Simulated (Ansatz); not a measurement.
CrB₄ in space group Immm (No. 71; Cr on 2a, B on 8l) under volume change, the program Ansatz at the PBEsol level (PAW), shape and atoms relaxed at each volume.

```json
[
 {"V (Å³/atom)": "6.622", "E − E(relaxed) (meV/atom)": "…", "P (GPa)": "…"},
 {"V (Å³/atom)": "6.840", "E − E(relaxed) (meV/atom)": "25.6", "P (GPa)": "19.74"},
 {"V (Å³/atom)": "7.058", "E − E(relaxed) (meV/atom)": "6.1", "P (GPa)": "9.15"},
 {"V (Å³/atom)": "7.277", "E − E(relaxed) (meV/atom)": "0.0", "P (GPa)": "0.00"},
 {"V (Å³/atom)": "7.495", "E − E(relaxed) (meV/atom)": "5.5", "P (GPa)": "-7.91"},
 {"V (Å³/atom)": "7.713", "E − E(relaxed) (meV/atom)": "…", "P (GPa)": "…"},
 {"V (Å³/atom)": "7.932", "E − E(relaxed) (meV/atom)": "45.3", "P (GPa)": "-20.65"}
]
```

**Question.** Some entries are withheld; supply them.

**Answer.** 
- 6.622, E − E(relaxed) (meV/atom): 60.6
- 6.622, P (GPa): 32.01
- 7.713, E − E(relaxed) (meV/atom): 21.1
- 7.713, P (GPa): -14.74

**Question.** What does a third-order Birch–Murnaghan fit give for V₀, B₀ and B′?

**Answer.** V₀ = 7.28 Å³/atom, B₀ = 283 GPa, B′ = 3.9.

The first step of the workflow began from a Materials Project structure, measured or hypothetical; the Crystallography Open Database files this formula in space group No. 71, but the cells were not matched. Whether it is the stable phase at ambient conditions was not checked. The PBEsol relaxation kept the symmetry of its start; whether a distortion lowers the energy is not shown. The run is not spin-polarised.

Potentials: the later of the program's two PAW sets.
